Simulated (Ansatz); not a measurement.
Starting cell, KZnF₃ (cubic perovskite):

```yaml
crystal:
  lattice:
    - [8.25492, 0.00000, 0.00000]
    - [0.00000, 4.12746, 0.00000]
    - [0.00000, 0.00000, 4.12746]
  atoms:
    - { symbol: K, position: [0.00000, 0.00000, 0.00000] }
    - { symbol: K, position: [0.50000, 0.00000, 0.00000] }
    - { symbol: Zn, position: [0.25000, 0.50000, 0.50000] }
    - { symbol: Zn, position: [0.75000, 0.50000, 0.50000] }
    - { symbol: F, position: [0.00000, 0.50000, 0.50000] }
    - { symbol: F, position: [0.50000, 0.50000, 0.50000] }
    - { symbol: F, position: [0.25000, 0.00000, 0.50000] }
    - { symbol: F, position: [0.75000, 0.00000, 0.50000] }
    - { symbol: F, position: [0.25000, 0.50000, 0.00000] }
    - { symbol: F, position: [0.75000, 0.50000, 0.00000] }
```

The atoms are displaced by Q × the pattern below (from a DFPT mode at X = (0.5, 0.0, 0.0), largest move 1; Q in Å), at fixed cell. (q is in reciprocal vectors of the primitive cell; the cell shown is doubled to hold the pattern.)

```json
[
 {"atom": "K1", "x": "0.111", "y": "0.000", "z": "0.000"},
 {"atom": "K2", "x": "-0.111", "y": "0.000", "z": "0.000"},
 {"atom": "F5", "x": "-1.000", "y": "0.000", "z": "0.000"},
 {"atom": "F6", "x": "1.000", "y": "0.000", "z": "0.000"}
]
```

Atoms not listed stay in place.

These are PBE (plane waves to 420 eV, PAW, scalar-relativistic; Ansatz, a first-principles code) values and carry that method's errors. k mesh 4×8×8 (Γ-centred), Fermi-Dirac smearing 0.05 eV. The energy includes the smearing's −TS. KZnF3 was relaxed with its symmetry unable to fall. The zero of ΔE is the undisplaced structure.

| Q (Å) | ΔE (meV/cell) |
|---|---|
| -0.180 | withheld |
| -0.150 | 283 |
| -0.120 | 179 |
| -0.090 | 100 |
| -0.060 | 44 |
| -0.030 | 11 |
| 0.000 | 0 |
| 0.030 | 11 |
| 0.060 | 44 |
| 0.090 | 100 |
| 0.120 | 179 |
| 0.150 | 283 |
| 0.180 | withheld |

Q: Fit an even polynomial form (powers 2, 4) to the given rows and predict ΔE at Q = -0.180.

A: Least squares on the 11 given rows: ΔE = (12190)·Q² + (17300)·Q⁴, in meV/cell with Q in Å; root-mean-square residual 0.1 meV/cell. At -0.180 the fit gives 413 meV/cell; the calculation gives 414 meV/cell, so the extrapolation is off by -1 (-0.2 %). The quadratic term alone would give 395 meV/cell.

(For displaced atoms, the force is minus the slope of the energy, and its curvature is a force constant, which sets phonon frequencies.)
